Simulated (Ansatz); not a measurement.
A geometry of SnO away from equilibrium: step 2 of the relaxation of a relaxed SnO cell, doubled along one cell vector, shaken by Gaussian noise of σ = 0.08 Å a coordinate. Level of theory: PBEsol (plane waves to 420 eV, PAW, scalar-relativistic; Ansatz, a first-principles code). Γ-centred k-mesh 7×7×4 on the run's cell (coarser than for final values), Fermi–Dirac smearing 0.05 eV.

```
SnO
1.0
   -0.00868     2.68335     2.68263
    2.68987    -0.01876     2.69271
    5.32605     5.33318     0.01616
O Sn
2 2
Direct
  0.22939   0.26262   0.12289
  0.27187   0.24838   0.62446
  0.98941   0.98484   0.00570
  0.01202   0.98831   0.49994
```

Predict the force on each atom, in eV/Å.


```csv
atom,Fx,Fy,Fz
O1,-0.09,0.04,-0.07
O2,-0.03,0.03,-0.08
Sn3,0.01,-0.18,0.18
Sn4,0.11,0.10,-0.03
```

What is the pressure?

+0.3 GPa, compression positive.

No spin polarisation in the result.

The end of the path is a generated cell of SnO: the first start was made by placing the elements on the sites of a structure type, and the end was not matched to a known phase here, so it may be hypothetical. Known forms of SnO include space group No. 129.
